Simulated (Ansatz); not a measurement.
Input and command of a calculation in Ansatz (plane waves; scalar-relativistic PAW potentials unless the input names others):

```yaml
crystal:
  lattice:
    - [4.6423384071, 0.0, 0.0]
    - [0.0, 4.6423384071, 0.0]
    - [0.0, 0.0, 3.1631374008]
  atoms:
    - { symbol: Sn, position: [0.0, 0.0, 0.0] }
    - { symbol: Sn, position: [0.5, 0.5, 0.5] }
    - { symbol: O, position: [0.305120743, 0.305120743, 0.0] }
    - { symbol: O, position: [0.194879257, 0.805120743, 0.5] }
    - { symbol: O, position: [0.694879257, 0.694879257, 0.0] }
    - { symbol: O, position: [0.805120743, 0.194879257, 0.5] }
basis:
  ecutwfc: 500
kpoints:
  mp_grid: { grid: [6, 6, 8] }
hamiltonian:
  xc: r2scan
  dispersion: d4
scf:
  occupations: { method: gaussian, width: 0.02 }
output:
  forces: true
  eigenvalues: true
  stress: true
```

```bash
ansatz run input.yaml --threads 2 --pin off --max-ram 5120MiB --backend cpu --events-out ev --progress --plain --runs-dir out
```

Abridged log:
```
Basis set: ecut = 500 eV, 1743 PW (Γ), exchange–correlation on 144×144×96 points (64 copies of the dense FFT grid, shifted against one another)
Bands: 32, of which v1, the nominal top of the filled ones, is band 26 counted from 1 (25 counted from 0)
Symmetry: 16 space group operations
k-points: 50 of 288
SCF iter   1: F=—  HF=-14352.752106 eV  |F-HF|=—  |Δ(HF+E_count)|=         —  Δρ=1.04e-2  dr2=5.07e-2  dr2_τ=3.20e-1  ethr=1.77e-3  ⟨swp⟩=6.4  Hψ=7094  notcnv=0
SCF iter   2: F=—  HF=-14352.874269 eV  |F-HF|=—  |Δ(HF+E_count)|=   1.22e-1  Δρ=6.25e-3  dr2=1.47e-2  dr2_τ=8.84e-4  ethr=9.75e-5  ⟨swp⟩=3.0  Hψ=3136  notcnv=0  defer=90
SCF iter   3: F=—  HF=-14352.873558 eV  |F-HF|=—  |Δ(HF+E_count)|=   7.11e-4  Δρ=6.04e-4  dr2=1.44e-4  dr2_τ=5.36e-5  ethr=2.82e-5  ⟨swp⟩=3.0  Hψ=2382  notcnv=0  defer=40
automatic band count: iteration 3 solves 31 bands in place of 32: the levels show a gap, and the empty bands left out lie too high to hold charge; the band table lists the bands solved (type scf.n_extra_bands for more)
SCF iter   4: F=—  HF=-14352.873667 eV  |F-HF|=—  |Δ(HF+E_count)|=   1.09e-4  Δρ=1.51e-4  dr2=1.45e-5  dr2_τ=9.90e-7  ethr=2.76e-7  ⟨swp⟩=2.9  Hψ=2862  notcnv=0  defer=40
SCF iter   5: F=—  HF=-14352.873671 eV  |F-HF|=—  |Δ(HF+E_count)|=   4.37e-6  Δρ=6.10e-5  dr2=2.22e-6  dr2_τ=2.03e-7  ethr=2.79e-8  ⟨swp⟩=2.0  Hψ=2616  notcnv=0  defer=40
SCF iter   6: F=—  HF=-14352.873671 eV  |F-HF|=—  |Δ(HF+E_count)|=   4.30e-7  Δρ=1.54e-5  dr2=1.29e-7  dr2_τ=1.30e-8  ethr=4.27e-9  ⟨swp⟩=3.0  Hψ=2810  notcnv=0  defer=40
SCF iter   7: F=-14352.873671 eV  HF=-14352.873671 eV  |F-HF|=4.79e-9  |Δ(HF+E_count)|=   1.07e-8  Δρ=4.09e-6  dr2=1.19e-8  dr2_τ=7.48e-10  ethr=1.92e-10  ⟨swp⟩=9.2  Hψ=6510  notcnv=0
SCF 1 converged in 7 iterations: F = -14352.873671 eV  dr2 = 1.19e-8
SCF converged after 7 iterations
Free energy (F): -14352.873671 eV
Harris-Foulkes:  -14352.873671 eV  (|F-HF|=4.79e-9)
Internal energy: -14352.873671 eV  (E = F + TS)
E sigma→0 (E₀):  -14352.873671 eV
Fermi energy:    11.066106 eV
  E_disp       = -0.633358  (pairwise vdW)
--- Forces (eV/Å), atoms counted from 1 ---
  atom   1  Sn     0.00000000     0.00000000     0.00000000
  atom   2  Sn     0.00000000     0.00000000     0.00000000
  atom   3  O      0.00137857     0.00137857     0.00000000
  atom   4  O     -0.00137857     0.00137857     0.00000000
  atom   5  O     -0.00137857    -0.00137857     0.00000000
  atom   6  O      0.00137857    -0.00137857     0.00000000
--- Stress (GPa, compression-positive) ---
       13.290865       0.000000       0.000000
        0.000000      13.290865       0.000000
        0.000000       0.000000      13.265223
  P = ⅓ Tr σ = 13.2823 GPa (132.823 kbar)
```

Apart from outputs, empty bands and the relaxation, which only the reference makes, the input differs from a reference run on usual settings in hamiltonian.dispersion: not typed → "d4". The reference, at the same geometry, ended its own course with pressure 14.70 GPa, largest force 0.000 eV/Å, gap on the mesh 2.48 eV. This run converged in 7 SCF iterations with an energy at zero smearing 106 meV/atom below the reference's (the Hamiltonian itself differs), pressure 13.28 GPa, largest force 0.002 eV/Å, gap on the mesh 2.48 eV.

Time: 8.2 s on 2 threads of Arm Neoverse V1 (shared host), peak memory 0.53 GiB.